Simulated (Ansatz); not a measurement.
ZnGeP2:
```yaml
crystal:
  lattice:
    - [-2.74989, 2.74989, 5.42238]
    - [2.74989, -2.74989, 5.42238]
    - [2.74989, 2.74989, -5.42238]
  atoms:
    - { symbol: Zn, position: [0.75000, 0.25000, 0.50000] }
    - { symbol: Zn, position: [0.00000, 0.00000, 0.00000] }
    - { symbol: Ge, position: [0.25000, 0.75000, 0.50000] }
    - { symbol: Ge, position: [0.50000, 0.50000, 0.00000] }
    - { symbol: P, position: [0.12837, 0.62500, 0.00337] }
    - { symbol: P, position: [0.37500, 0.37837, 0.50337] }
    - { symbol: P, position: [0.62163, 0.12500, 0.99663] }
    - { symbol: P, position: [0.87500, 0.87163, 0.49663] }
```

Relaxed with PBE. Special points in fractions of this cell's reciprocal vectors: Γ (0.000, 0.000, 0.000); X (0.000, 0.000, 0.500); P (0.250, 0.250, 0.250); N (0.000, 0.500, 0.000); M (0.500, 0.500, -0.500); S (0.314, 0.686, -0.314); S0 (-0.314, 0.314, 0.314); R (-0.129, 0.129, 0.500); G (0.500, 0.500, -0.129).

### Question
List the band energies nearest the valence-band maximum at these points for DFT-PBE in the program Ansatz with PAW potentials.

### Answer
In eV from the valence-band maximum; about four levels below and three above (degenerate sets whole), none deeper than 8.9 eV; points with the same levels are listed once.

```
k                         below                above
-  ----------------------------  -------------------
Γ  -2.49 -2.49 -0.08 -0.08 0.00       1.17 1.45 1.64
X       -1.16 -1.16 -0.72 -0.72  1.14 1.14 2.99 2.99
P       -1.14 -1.14 -1.07 -1.07  1.77 1.77 2.81 2.81
N       -2.41 -1.80 -1.58 -0.93       2.30 2.47 2.80
M       -1.87 -1.87 -1.30 -1.30  1.26 1.26 1.53 1.53
S       -2.28 -2.01 -1.13 -0.82       1.44 2.45 2.47
R       -1.26 -1.26 -1.06 -1.06  1.51 1.51 3.47 3.47
```

Space group I-42d (chalcopyrite). The PBE relaxation kept the symmetry of its start. Spin–orbit coupling is left out wherever it is not named.

Potentials: the later of the program's two PAW sets.
